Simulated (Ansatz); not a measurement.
# Cd (dhcp): energy against volume

All numbers below come from Ansatz 0.2.0, DFT, RPBE, plane waves (420 eV) with PAW, scalar-relativistic. The PAW files were generated under PBE, with cores re-solved for the functional.

The cell is scaled uniformly from the relaxed one, with fractional coordinates and shape fixed. Energies are extrapolated to zero smearing, pressures are those at the given smearing. Magnetic state: spin not included.

A Birch-Murnaghan fit gives V₀ = 24.32 Å³/atom, B₀ = 31 GPa, B₀′ = 6.5.

Problem. What are the energy above the minimum and the pressure at 21.431 Å³/atom?

Solution. 44.9 meV/atom and 5.78 GPa as computed.

Problem. What are the energy above the minimum and the pressure at 25.328 Å³/atom?

Solution. 3.6 meV/atom and -1.08 GPa as computed.

Problem. What are the energy above the minimum and the pressure at 27.276 Å³/atom?

Solution. 25.7 meV/atom and -2.37 GPa as computed.
